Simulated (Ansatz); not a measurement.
The relaxed structure here is a generated cell of WS2: the first start was made by placing the elements on the sites of a structure type, and the end was not matched to a known phase here, so it may be hypothetical. Known forms of WS2 include space group No. 194.

One starting cell of WS$_{2}$ (a generated trial cell of WS2 in the AFLOW prototype A2B_tI12_140_h_a (C16, as in Al2Cu)) was relaxed twice with Ansatz (plane waves, PAW, scalar-relativistic): with PBEsol at 420 eV and with PBE at 420 eV. The PBEsol result:

Space group I4/mcm (No. 140); a = 5.684 Å, b = 5.684 Å, c = 5.623 Å, α = 90.00°, β = 90.00°, γ = 90.00°

```
atom  site  symmetry       x       y       z
----  ----  --------  ------  ------  ------
S       8h      m.2m  0.1711  0.3289  0.0000
W       4a       422  0.0000  0.0000  0.2500
```
(The calculation used a cell of 6 atoms; values per cell refer to that cell.)

| quantity | PBEsol | PBE |
|---|---|---|
| space group | I4/mcm | I4/mcm |
| volume (Å³/atom) | 15.14 | [?] |
| a (Å) | 5.684 | [?] |
| c (Å) | 5.623 | [?] |
| gap (eV, no spin-orbit coupling) | 0.00 | [?] |

Q: What does PBE give for the same quantities?

A: 
- volume (Å³/atom), PBE: 15.77
- a (Å), PBE: 5.776
- c (Å), PBE: 5.673
- gap (eV, no spin-orbit coupling), PBE: 0.00

Both levels end in the same structure; PBE's volume is 4.2 % larger. Neither column is exact.

No spin polarisation in the result. A magnetic state may lie lower.

The run could not lose the symmetry of its start, so the end can be a saddle point.

Ansatz is a quantum-chemistry and plane-wave program.
